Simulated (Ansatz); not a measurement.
BaMgVO₃: which magnetic state is lowest?

Theory: DFT PBE, scalar-relativistic, plane waves, PAW (Ansatz).

```yaml
crystal:
  lattice:
    - [2.84941, -2.83472, 0.00000]
    - [2.84941, 2.83472, 0.00000]
    - [-2.14750, 0.00000, 5.24492]
  atoms:
    - { symbol: Ba, position: [0.87790, 0.87790, 0.04801] }
    - { symbol: Mg, position: [0.18936, 0.18936, 0.65507] }
    - { symbol: V, position: [0.58320, 0.58320, 0.42256] }
    - { symbol: O, position: [0.12025, 0.63894, 0.53844] }
    - { symbol: O, position: [0.63894, 0.12025, 0.53844] }
    - { symbol: O, position: [0.34034, 0.34034, 0.03082] }
```

```json
{
 "plane-wave cutoff": "420 eV",
 "Γ-centred k-mesh": "10×10×8",
 "occupation rule": "Gaussian smearing, 0.01 eV",
 "list of starting moments (μB, in atom order)": "0 0 2 0 0 0",
 "check for lower electronic states after the SCF": "off"
}
```

All runs keep this geometry, which isn't relaxed for the lowest state (largest force there 0.470 eV/Å, pressure -1.8 GPa) and needn't be a stable compound; relaxing each order would shift the differences by some 6 meV/atom, going by the pressures and a bulk modulus of about 150 GPa. The large starts are 0 0 3.5 0 0 0 μB. The small starts are 0 0 0.5 0 0 0 μB. No Hubbard U is used, and semilocal functionals often make open-shell oxides metallic. Site moments are spin moments in atom-centred spheres that scale with the neighbour distance. The states are those that the runs reached from these starts; a lower one can exist. No antiferromagnetic start is among these.

Problem. Starts tried: no spin; ferromagnetic; large parallel starting moments; small parallel starting moments. Which state comes out lowest, and what are the moments?

Solution. The lowest state is ferromagnetic, reached from every spin-polarised start, with site moments (μB) Ba +0.06, V +1.96.

```json
{"start": "no spin", "ends": "non-magnetic", "energy above lowest (meV/atom)": "179", "site moments (μB)": "none over 0.05", "gap on mesh (eV)": "metal", "P (GPa)": "-4.8"}
{"start": "ferromagnetic", "ends": "ferromagnetic", "energy above lowest (meV/atom)": "0.00", "site moments (μB)": "Ba +0.06, V +1.96", "gap on mesh (eV)": "0.00", "P (GPa)": "-1.8"}
{"start": "large parallel starting moments", "ends": "ferromagnetic", "energy above lowest (meV/atom)": "0.00", "site moments (μB)": "Ba +0.06, V +1.96", "gap on mesh (eV)": "0.00", "P (GPa)": "-1.8"}
{"start": "small parallel starting moments", "ends": "ferromagnetic", "energy above lowest (meV/atom)": "0.00", "site moments (μB)": "Ba +0.06, V +1.96", "gap on mesh (eV)": "0.00", "P (GPa)": "-1.8"}
```

Cost: 4 runs of about 17 core-minutes in all, on Arm Neoverse V1 (shared hosts).